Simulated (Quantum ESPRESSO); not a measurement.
## Si5Ge2 (input and log of a self-consistent run)

Simulated, not a measurement. The program is pw.x of Quantum ESPRESSO 7.5 (plane-wave density functional theory). The cell is made up: 7 atoms on a zincblende/diamond lattice with one site empty, with randomly drawn elements, strain and displacements, not relaxed. PseudoDojo standard norm-conserving files (v0.5 for PBE, v0.4.1 for LDA and PBEsol) set the functional; there is no spin polarisation, spin-orbit coupling or dispersion term, and the masses in the input are unused placeholders. A spin-polarised start on this cell or one of its family kept no moment.

Input:

```
&control calculation='scf', pseudo_dir='./dojo.nc.sr.pbe.v0_5.standard.upf', outdir='./o', disk_io='low', tprnfor=.true., tstress=.true. /
&system ibrav=0, nat=7, ntyp=2, nbnd=34, ecutwfc=77.98206166, nosym=.true., tot_charge=0,
 occupations='smearing', smearing='fd', degauss=0.0073498644
/
&electrons conv_thr=7.350e-09, electron_maxstep=60, /
ATOMIC_SPECIES
Ge 1.0 Ge.upf
Si 1.0 Si.upf
CELL_PARAMETERS angstrom
5.5912 -0.0193 0.0783
-0.0193 5.6988 -0.0241
0.0783 -0.0241 5.537
ATOMIC_POSITIONS angstrom
Si -0.1127 -0.0735 -0.0357
Si -0.037 3.0264 2.874
Ge 2.6922 0.1455 2.8377
Si 1.401 1.3461 1.2444
Si 1.4559 4.2565 4.3085
Ge 4.3052 1.2192 4.0415
Si 4.207 4.3863 1.3828
K_POINTS automatic
6 6 6 1 1 1
```

The log is shortened where brackets say so; the opening notice, blank lines, dates and the lines on written files are dropped, and the path of the files is cut. It prints rydbergs, bohrs and kilobars, and counts compression as positive stress.

```
     Program PWSCF v.7.5
     Parallel version (MPI & OpenMP), running on       4 processor cores
     Number of MPI processes:                 4
     Threads/MPI process:                     1
     [start-up lines left out]
     bravais-lattice index     =            0
     lattice parameter (alat)  =      10.5669  a.u.
     unit-cell volume          =    1190.3116 (a.u.)^3
     number of atoms/cell      =            7
     number of atomic types    =            2
     number of electrons       =        48.00
     number of Kohn-Sham states=           34
     kinetic-energy cutoff     =      77.9821  Ry
     charge density cutoff     =     311.9282  Ry
     scf convergence threshold =      7.3E-09
     mixing beta               =       0.7000
     number of iterations used =            8  plain     mixing
     Exchange-correlation= PBE
                           (   1   4   3   4   0   0   0)
     [axes and pseudopotential details left out]
   Cartesian axes
     site n.     atom                  positions (alat units)
         1        Si     tau(   1) = (  -0.0201546  -0.0131443  -0.0063844  )
         2        Si     tau(   2) = (  -0.0066169   0.5412229   0.5139686  )
         3        Ge     tau(   3) = (   0.4814566   0.0260203   0.5074769  )
         4        Si     tau(   4) = (   0.2505463   0.2407283   0.2225409  )
         5        Si     tau(   5) = (   0.2603642   0.7612064   0.7705058  )
         6        Ge     tau(   6) = (   0.7699156   0.2180343   0.7227571  )
         7        Si     tau(   7) = (   0.7523541   0.7844191   0.2472915  )
     number of k points=   108  Fermi-Dirac smearing, width (Ry)=  0.0073
     Number of k-points >= 100: set verbosity='high' to print them.
     Dense  grid:   110773 G-vectors     FFT dimensions: (  60,  64,  60)
     Estimated max dynamical RAM per process >     324.78 MB
     Estimated total dynamical RAM >       1.19 GB
     Initial potential from superposition of free atoms
     starting charge      47.9953, renormalised to      48.0000
     Starting wfcs are   38 randomized atomic wfcs
     total cpu time spent up to now is        5.9 secs
     per-process dynamical memory:   276.5 Mb
     Self-consistent Calculation
     iteration #  1     ecut=    77.98 Ry     beta= 0.70
     Davidson diagonalization with overlap
     ethr =  1.00E-02,  avg # of iterations =  3.4
     Threshold (ethr) on eigenvalues was too large:
     Diagonalizing with lowered threshold
     Davidson diagonalization with overlap
     ethr =  3.01E-04,  avg # of iterations =  6.3
     total cpu time spent up to now is       33.6 secs
     total energy              =    -399.28099940 Ry
     estimated scf accuracy    <       0.16649936 Ry
     iteration #  2     ecut=    77.98 Ry     beta= 0.70
     Davidson diagonalization with overlap
     ethr =  3.47E-04,  avg # of iterations =  2.0
     total cpu time spent up to now is       44.4 secs
     total energy              =    -399.28621176 Ry
     estimated scf accuracy    <       0.08986017 Ry
     iteration #  3     ecut=    77.98 Ry     beta= 0.70
     Davidson diagonalization with overlap
     ethr =  1.87E-04,  avg # of iterations =  2.0
     total cpu time spent up to now is       54.8 secs
     total energy              =    -399.30717293 Ry
     estimated scf accuracy    <       0.02994327 Ry
     iteration #  4     ecut=    77.98 Ry     beta= 0.70
     Davidson diagonalization with overlap
     ethr =  6.24E-05,  avg # of iterations =  2.2
     total cpu time spent up to now is       64.8 secs
     total energy              =    -399.31277249 Ry
     estimated scf accuracy    <       0.00526643 Ry
     iteration #  5     ecut=    77.98 Ry     beta= 0.70
     Davidson diagonalization with overlap
     ethr =  1.10E-05,  avg # of iterations =  4.8
     total cpu time spent up to now is       76.6 secs
     total energy              =    -399.31376419 Ry
     estimated scf accuracy    <       0.00028141 Ry
     iteration #  6     ecut=    77.98 Ry     beta= 0.70
     Davidson diagonalization with overlap
     ethr =  5.86E-07,  avg # of iterations =  5.5
     total cpu time spent up to now is       88.6 secs
     total energy              =    -399.31384336 Ry
     estimated scf accuracy    <       0.00007971 Ry
     iteration #  7     ecut=    77.98 Ry     beta= 0.70
     Davidson diagonalization with overlap
     ethr =  1.66E-07,  avg # of iterations =  2.0
     total cpu time spent up to now is       98.6 secs
     total energy              =    -399.31385922 Ry
     estimated scf accuracy    <       0.00001013 Ry
     iteration #  8     ecut=    77.98 Ry     beta= 0.70
     Davidson diagonalization with overlap
     ethr =  2.11E-08,  avg # of iterations =  2.0
     total cpu time spent up to now is      108.7 secs
     total energy              =    -399.31386145 Ry
     estimated scf accuracy    <       0.00000099 Ry
     iteration #  9     ecut=    77.98 Ry     beta= 0.70
     Davidson diagonalization with overlap
     ethr =  2.07E-09,  avg # of iterations =  2.3
     total cpu time spent up to now is      119.5 secs
     total energy              =    -399.31386168 Ry
     estimated scf accuracy    <       0.00000007 Ry
     iteration # 10     ecut=    77.98 Ry     beta= 0.70
     Davidson diagonalization with overlap
     ethr =  1.39E-10,  avg # of iterations =  4.0
     total cpu time spent up to now is      131.2 secs
     total energy              =    -399.31386170 Ry
     estimated scf accuracy    <       0.00000002 Ry
     iteration # 11     ecut=    77.98 Ry     beta= 0.70
     Davidson diagonalization with overlap
     ethr =  3.41E-11,  avg # of iterations =  2.0
     total cpu time spent up to now is      142.0 secs
     End of self-consistent calculation
     Number of k-points >= 100: set verbosity='high' to print the bands.
     the Fermi energy is     5.4238 ev
!    total energy              =    -399.31386170 Ry
     estimated scf accuracy    <          5.2E-09 Ry
     smearing contrib. (-TS)   =      -0.00606257 Ry
     internal energy E=F+TS    =    -399.30779913 Ry
     The total energy is F=E-TS. E is the sum of the following terms:
     one-electron contribution =    -277.56397039 Ry
     hartree contribution      =     161.65581110 Ry
     xc contribution           =    -102.16696870 Ry
     ewald contribution        =    -181.23267114 Ry
     convergence has been achieved in  11 iterations
     Forces acting on atoms (cartesian axes, Ry/au):
     atom    1 type  2   force =     0.04681751    0.03369294   -0.00990083
     atom    2 type  2   force =     0.02049916   -0.02011862   -0.04710577
     atom    3 type  1   force =    -0.03397000   -0.07206518   -0.03833641
     atom    4 type  2   force =    -0.04108492    0.05217808    0.00971403
     atom    5 type  2   force =     0.00947010   -0.01460808   -0.01021508
     atom    6 type  1   force =     0.04041814    0.05392025    0.03063404
     atom    7 type  2   force =    -0.04214999   -0.03299938    0.06521002
     Total force =     0.178314     Total SCF correction =     0.000277
     Computing stress (Cartesian axis) and pressure
          total   stress  (Ry/bohr**3)                   (kbar)     P=      -24.44
  -0.00010671   0.00013036   0.00004293          -15.70       19.18        6.32
   0.00013036  -0.00018169  -0.00003987           19.18      -26.73       -5.87
   0.00004293  -0.00003987  -0.00020996            6.32       -5.87      -30.89
     init_run     :      4.76s CPU      5.02s WALL (       1 calls)
     electrons    :    134.67s CPU    136.04s WALL (       1 calls)
     forces       :      2.29s CPU      2.33s WALL (       1 calls)
     stress       :      7.39s CPU      7.40s WALL (       1 calls)
     [timing details left out]
     PWSCF        :   2m30.09s CPU   2m31.81s WALL
     JOB DONE.
```

In other units: free energy -5432.942 eV for the cell, pressure -2.44 GPa, largest force component 1.853 eV/Å. A rerun of the same cell at another strain at 1347 eV and a 8 x 8 x 8 mesh moved values by no more than 0.005 eV in energy, 0.03 GPa in stress and 0.006 eV/Å in force.